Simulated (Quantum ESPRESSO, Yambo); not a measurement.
# Quasiparticle gap of Ba2CaMoO6

Ba2CaMoO6 is taken in the cubic space group Fm-3m (No. 225), Pearson symbol cF40. Cell: a = 8.5006 Å, b = 8.5006 Å, c = 8.5006 Å, α = 90.00°, β = 90.00°, γ = 90.00°. O on 24e has 1 Mo at 1.953 Å and 1 Ca at 2.297 Å and 4 Ba at 3.010 Å (octahedral). Ca on 4a is surrounded by 6 O at 2.297 Å (octahedral). Mo on 4b is coordinated by 6 O at 1.953 Å (octahedral). Ba on 8c sees 12 O at 3.010 Å (cuboctahedral). (Neighbours: up to the widest gap in distance over summed covalent radii, below 1.35, at either atom; cation-cation contacts left out.)
(The calculation used a cell of 10 atoms; values per cell refer to that cell.)

The geometry is that of Materials Project entry mp-19403, symmetrised and not relaxed again.

Starting point: PBEsol (pw.x of Quantum ESPRESSO, ONCV potentials, without SOC). G0W0 in Yambo: 2×2×2 Γ-centred k mesh, bands 2 to 296 and a 8 Ry block in the screening, 296 bands in G with the Bruneval-Gonze terminator, plasmon pole fitted at 27.2 eV.

```
Quantity                                            Result
-------------------------------------------------  -------
PBEsol gap along the band path                     1.98 eV
PBEsol gap between the mesh's edge points (Γ → X)  1.98 eV
G0W0 gap between the same points                   3.44 eV
PBEsol smallest direct gap on the mesh (at X)      2.03 eV
G0W0 direct gap at that point                      3.49 eV
```

```
k point  band  E PBEsol (eV)  E QP (eV)  shift (eV)     Z
-------  ----  -------------  ---------  ----------  ----
Γ          VB           0.00      -0.43       -0.43  0.76
Γ          CB           2.32       3.37        1.05  0.80
L          VB          -0.30      -0.76       -0.47  0.76
L          CB           2.59       3.68        1.10  0.79
X          VB          -0.05      -0.48       -0.43  0.76
X          CB           1.98       3.01        1.03  0.80
```

Energies count from the PBEsol valence-band maximum.

Nearest settings tried, and what they do to the gap: 116 bands in G: +34 meV; 142 bands in W: +67 meV; 3 Ry block (113 vectors against 459): +88 meV. Not varied: mesh. So the settings aren't converged at that level. The k mesh is coarse.

Spin-orbit splittings are left out.
